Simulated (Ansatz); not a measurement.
Structures of Mg₂Re: which is lowest?

Plane-wave DFT in Ansatz with scalar-relativistic PAW potentials, cutoff 420 eV, Γ-centred meshes chosen by cell and gap, Gaussian smearing with energies taken to zero width. Every cell was relaxed (cell and atoms) in a run of its own, within the symmetry of its start. Functional: PBE.

Relaxed structures (starts from databases or built by putting these elements on another compound's sites):
A. R-3m, 3 atoms in the computed cell, a = 2.885 Å, c = 21.790 Å; sites (symmetry × multiplicity) Mg 3m × 6, Re -3m × 3; start: built
B. Fd-3m, 6 atoms in the computed cell, a = 7.350 Å; sites (symmetry × multiplicity) Mg .-3m × 16, Re -43m × 8; start: built
C. I4/mmm, 3 atoms in the computed cell, a = 2.758 Å, c = 13.931 Å; sites (symmetry × multiplicity) Mg 4mm × 4, Re 4/mmm × 2; start: built

**Question.** Rank them by energy. Could pressure change the order?

**Answer.**
```csv
structure,group,E − E(lowest) (meV/atom),V (Å³/atom),gap on mesh (eV)
A,R-3m,0.0,17.45,0.00
C,I4/mmm,20.6,17.66,0.00
B,Fd-3m,504,16.54,0.00
```

A is lowest, 21 meV/atom under C. B is denser by 0.90 Å³/atom, so pressure favours it: ΔE/ΔV, with ΔE in eV and 1 eV/Å³ = 160.2 GPa, gives about 90 GPa for equal enthalpy if both cells were rigid; at such pressures compression changes ΔV much, so this is a scale only. Other structures may lie lower than all of these, and vibrations aren't counted.

Spin-orbit coupling is left out, which matters for the bands of heavy elements.